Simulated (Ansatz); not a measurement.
Consider the following.

VAg₃O₄:
```
VAg3O4
1.0
    4.94725     2.50242     0.00000
   -4.94725     2.50242     0.00000
   -4.28979     0.00000     9.05483
V Ag O
2 6 8
Direct
  0.55361   0.55361   0.75000
  0.44639   0.44639   0.25000
  0.69270   0.21140   0.59492
  0.30730   0.78860   0.40508
  0.21140   0.69270   0.90508
  0.78860   0.30730   0.09492
  0.00000   0.00000   0.50000
  0.00000   0.00000   0.00000
  0.12726   0.36882   0.29426
  0.87274   0.63118   0.70574
  0.36882   0.12726   0.20574
  0.63118   0.87274   0.79426
  0.25043   0.44516   0.60315
  0.74957   0.55484   0.39685
  0.44516   0.25043   0.89685
  0.55484   0.74957   0.10315
```

This is the PBEsol-relaxed structure. Tensor components refer to the Cartesian frame of this cell.

Q: All from DFT-PBEsol in the program Ansatz with PAW potentials, unless another level is named. Estimate the electron effective mass.

A: 0.70, 2.0, 2.3 mₑ (principal values).

Q: And the smallest direct gap on the standard path?

A: 1.11 eV.

Q: Give the valence-band maximum.

A: on the Γ–C line, 87 % of the way from Γ (k = 0.286, 0.286, 0.000).

Space group C2/c. The workflow started from a Materials Project entry (that database holds measured and hypothetical structures alike); the Crystallography Open Database files this formula in space group No. 15, but the cells were not matched. Its standing as an ambient phase is unchecked. The PBEsol relaxation kept the symmetry of its start; its stability against distortions is not shown here. The run is not spin-polarised. No Hubbard U is applied. Spin–orbit coupling is left out wherever it is not named.

Potentials: the later of the program's two PAW sets.
